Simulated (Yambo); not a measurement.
Yambo run on KI (rock salt, space group Fm-3m, No. 225). The wavefunctions come from this Quantum ESPRESSO step (PBEsol, PseudoDojo standard norm-conserving files, fully relativistic):

```
&CONTROL
  calculation = 'nscf'
  pseudo_dir = './pseudo'
  outdir = './out'
/
&SYSTEM
  ibrav = 0
  nat = 2
  ntyp = 2
  ecutwfc = 74.0
  ecutrho = 296.0
  occupations = 'fixed'
  force_symmorphic = .true.
  nbnd = 178
  noncolin = .true.
  lspinorb = .true.
/
&ELECTRONS
  conv_thr = 2e-09
  diago_full_acc = .true.
  diago_thr_init = 1e-08
/
ATOMIC_SPECIES
K 39.0983 K.upf
I 126.9045 I.upf
CELL_PARAMETERS angstrom
  0.000000000000   3.502038159000   3.502038159000
  3.502038159000   0.000000000000   3.502038159000
  3.502038159000   3.502038159000   0.000000000000
ATOMIC_POSITIONS crystal
K   0.000000000000   0.000000000000   0.000000000000
I   0.500000000000   0.500000000000   0.500000000000
K_POINTS automatic
4 4 4 0 0 0
```

Yambo input:

```
rim_cut
gw0
dyson
el_el_corr
HF_and_locXC
ppa
em1d
RandQpts= 1000000
RandGvec= 1 Ry
EXXRLvcs= 74 Ry
VXCRLvcs= 296 Ry
Chimod= "HARTREE"
% BndsRnXp
 1 | 176 |
%
NGsBlkXp= 6 Ry
% LongDrXp
 1.0 | 1.0 | 1.0 |
%
PPAPntXp= 27.2114 eV
% GbndRnge
 1 | 176 |
%
GTermKind= "BG"
DysSolver= "n"
ExtendOut
% QPkrange
 1 | 1 | 14 | 18 |
 3 | 3 | 16 | 17 |
 7 | 7 | 16 | 17 |
 8 | 8 | 16 | 17 |
%
```

k points by index: 1 = Γ, 3 = L, 7 = X, 8 = W.

Resulting energies as the program prints them:

```
#    K-point    Band    Eo [eV]    E [eV]    E-Eo [eV]    Vxc [eV]    Vnlxc [eV]    Sc|Eo [eV]    Sc|E [eV]    dSc/dw|Eo [eV]    Re(Z)    Im(Z)
#
    1    14    -0.46827E-13    -1.541254    -1.541254    -11.03276    -14.05574    1.143479    1.481722    -5.971351    0.820044    -0.001444
    1    15    -0.46827E-13    -1.537047    -1.537047    -11.03276    -14.05574    1.148612    1.485932    -5.971338    0.820044    -0.001444
    1    16    0.000000    -1.542972    -1.542972    -11.03276    -14.05574    1.141382    1.480002    -5.971346    0.820044    -0.001444
    1    17    3.544131    4.144501    0.600370    -6.707542    -3.079501    -2.928329    -3.027670    -4.501715    0.858047    -0.001149
    1    18    3.544131    4.144501    0.600370    -6.707542    -3.079501    -2.928329    -3.027670    -4.501715    0.858047    -0.001149
    3    16    -0.396281    -1.968123    -1.571841    -10.64817    -13.77345    1.205458    1.553438    -6.023665    0.818753    -0.001522
    3    17    5.081379    5.678049    0.596670    -6.540183    -2.944692    -2.897624    -2.998821    -4.614195    0.855014    -0.001197
    7    16    -0.419707    -2.034032    -1.614325    -10.70367    -13.90757    1.232327    1.589572    -6.021313    0.818811    -0.001507
    7    17    4.455409    5.225802    0.770393    -6.747587    -3.018632    -2.829416    -2.958563    -4.560971    0.856447    -0.001172
    8    16    -0.742451    -2.376964    -1.634513    -10.31044    -13.56504    1.256993    1.620084    -6.044198    0.818247    -0.001669
    8    17    5.984699    6.846564    0.861865    -7.435225    -3.355674    -3.064573    -3.217686    -4.833412    0.849165    -0.001262
```
(The two width columns are left out.) Convergence of these settings isn't established.

Geometry relaxed with PBEsol.
